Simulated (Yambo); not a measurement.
MgH₂ (space group Pca2_1, No. 29), G0W0@PBEsol in Yambo with this input:

```
rim_cut
gw0
dyson
el_el_corr
HF_and_locXC
ppa
em1d
RandQpts= 1000000
RandGvec= 1 Ry
EXXRLvcs= 84 Ry
VXCRLvcs= 336 Ry
Chimod= "HARTREE"
% BndsRnXp
 17 | 159 |
%
NGsBlkXp= 7 Ry
% LongDrXp
 1.0 | 1.0 | 1.0 |
%
PPAPntXp= 27.2114 eV
% GbndRnge
 1 | 159 |
%
GTermKind= "BG"
DysSolver= "n"
ExtendOut
```

On a 2×2×2 mesh, with wavefunctions cut at 84 Ry, the gap (Γ → (0, -0.5, 0)) is 3.756 eV and the valence edge shifts by -1.018 eV.

Question: What happens with this change: pole fitted at 10 eV?

Answer: The gap falls by 0.031 eV, to 3.725 eV; the shift of the valence edge becomes -0.909 eV. Neither run is shown to be the converged limit.

Geometry of the Materials Project entry, not relaxed at this level; primitive cell a = 4.8637 Å, b = 4.6460 Å, c = 4.7387 Å, α = 90.00°, β = 90.00°, γ = 90.00°.

The structure is a Materials Project entry; no match was found in the copy of COD used, and its stability was not checked.

A shift is the quasiparticle energy of the state minus its PBEsol energy.
